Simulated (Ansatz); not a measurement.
Starting cell, SiO₂ (rutile):

```xyz
6
Lattice="4.1945 0.0000 0.0000 0.0000 4.1945 0.0000 0.0000 0.0000 2.6782" Properties=species:S:1:pos:R:3 pbc="T T T"
Si     2.0973     2.0973     1.3391
Si     0.0000     0.0000     0.0000
O      3.3810     3.3810     1.3391
O      1.2838     2.9108     0.0000
O      2.9108     1.2838     0.0000
O      0.8135     0.8135     1.3391
```

In each cell atom 5 (O, nearest neighbour Si at 1.765 Å; its periodic images, 2.7 Å or more away, move with it) moves by s·(0.707, 0.707, 0.000) (along Cartesian [110]), the rest being held.

All values below come from PBEsol (plane waves to 420 eV, PAW, scalar-relativistic; Ansatz, a quantum-chemistry and plane-wave program). k mesh 6×6×10 (Γ-centred), Fermi-Dirac smearing 0.05 eV. E stands for the smeared free energy. SiO2 was relaxed with its symmetry unable to fall. The PAW data are Ansatz's earlier set. ΔE is measured from the undisplaced structure.

```tsv
s (Å)	ΔE (meV/cell)
-0.180	184.1
-0.144	117.5
-0.108	withheld
-0.072	29.3
-0.036	7.3
0.000	0.0
0.036	7.3
0.072	29.3
0.108	withheld
0.144	117.5
0.180	184.1
```

Problem. Fit an even polynomial form (powers 2, 4) to the given rows and predict ΔE at s = 0.108.

Solution. Least squares on the 9 given rows: ΔE = (5641)·s² + (1276)·s⁴, in meV/cell with s in Å; root-mean-square residual 0.02 meV/cell. At 0.108 the fit gives 66.0 meV/cell; the calculation gives 65.9 meV/cell, so the interpolation is off by 0.1 (+0.2 %). The quadratic term alone would give 65.8 meV/cell.

(A displaced cell: forces are minus the slopes of the energy, force constants its curvatures, and phonons follow from these.)
